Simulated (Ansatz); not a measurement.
An elastic tensor (GPa, Voigt order, standard axes) from PBEsol (plane waves, PAW; program Ansatz):

|  | 1 | 2 | 3 | 4 | 5 | 6 |
|---|---|---|---|---|---|---|
| 1 | 181 | 79.6 | 72.8 | 0.0 | 0.0 | 0.0 |
| 2 | 79.6 | 181 | 72.8 | 0.0 | 0.0 | 0.0 |
| 3 | 72.8 | 72.8 | 207 | 0.0 | 0.0 | 0.0 |
| 4 | 0.0 | 0.0 | 0.0 | 49.1 | 0.0 | 0.0 |
| 5 | 0.0 | 0.0 | 0.0 | 0.0 | 49.1 | 0.0 |
| 6 | 0.0 | 0.0 | 0.0 | 0.0 | 0.0 | 50.9 |

Problem. Pick the material that matches.
A. Zn, hcp (Mg type)
B. Sc, hcp (Mg type)
C. Hf, hcp (Mg type)
D. Ru, hcp (Mg type)

Solution. C, Hf, hcp (Mg type)

Space group P6_3/mmc (hcp (Mg type)). The cell was relaxed with PBEsol under the symmetry of its start. No spin polarisation was allowed. As this level gives no gap, shear constants depend on the k-mesh and smearing (Fermi–Dirac, 0.1 eV here). Spin–orbit coupling is left out wherever it is not named.

Potentials: the earlier of the program's two PAW sets. The files were generated under PBE; for other functionals the program regenerates the frozen cores, and for LDA and PBEsol the local potential too.
